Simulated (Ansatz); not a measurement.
GaAs (zinc blende)

```xyz
2
Lattice="0.0000 2.8334 2.8334 2.8334 0.0000 2.8334 2.8334 2.8334 0.0000" Properties=species:S:1:pos:R:3 pbc="T T T"
As     4.2500     4.2500     4.2500
Ga     0.0000     0.0000     0.0000
```

The slice is a {111} plane (indices of the conventional cell) through the point (0.750, 0.750, 0.750) (fractional), spanned by u = [100] and v = [-1 2 0] in vectors of this cell: u (4.01 Å) and v (6.94 Å, at 90° to u). It covers one period; positions are fractions (u, v).

All values below come from r2SCAN (plane waves to 500 eV, PAW, scalar-relativistic; Ansatz, a first-principles code). k mesh 10×10×10. Inside the PAW spheres the values are not all-electron values, and peaks at nuclei hang on which shells count as valence. GaAs was relaxed with its symmetry unable to fall.

### Question
Sketch the density of the highest valence band (whole band, smooth part) on this plane as a map.

### Answer
| v \ u | 0.00 | 0.11 | 0.22 | 0.33 | 0.44 | 0.56 | 0.67 | 0.78 | 0.89 |
|---|---|---|---|---|---|---|---|---|---|
| 0.88 | 0.160 | 0.129 | 0.064 | 0.022 | 0.007 | 0.007 | 0.022 | 0.064 | 0.129 |
| 0.75 | 0.054 | 0.046 | 0.030 | 0.019 | 0.015 | 0.015 | 0.019 | 0.030 | 0.046 |
| 0.62 | 0.038 | 0.050 | 0.083 | 0.115 | 0.123 | 0.123 | 0.115 | 0.083 | 0.050 |
| 0.50 | 0.026 | 0.044 | 0.102 | 0.135 | 0.020 | 0.020 | 0.135 | 0.102 | 0.044 |
| 0.38 | 0.006 | 0.013 | 0.039 | 0.096 | 0.152 | 0.152 | 0.096 | 0.039 | 0.013 |
| 0.25 | 0.015 | 0.016 | 0.024 | 0.038 | 0.052 | 0.052 | 0.038 | 0.024 | 0.016 |
| 0.12 | 0.122 | 0.122 | 0.101 | 0.066 | 0.041 | 0.041 | 0.066 | 0.101 | 0.122 |
| 0.00 | 0.001 | 0.078 | 0.137 | 0.068 | 0.031 | 0.031 | 0.068 | 0.137 | 0.078 |

Values: density of the highest valence band (whole band, smooth part) in e/Å³.
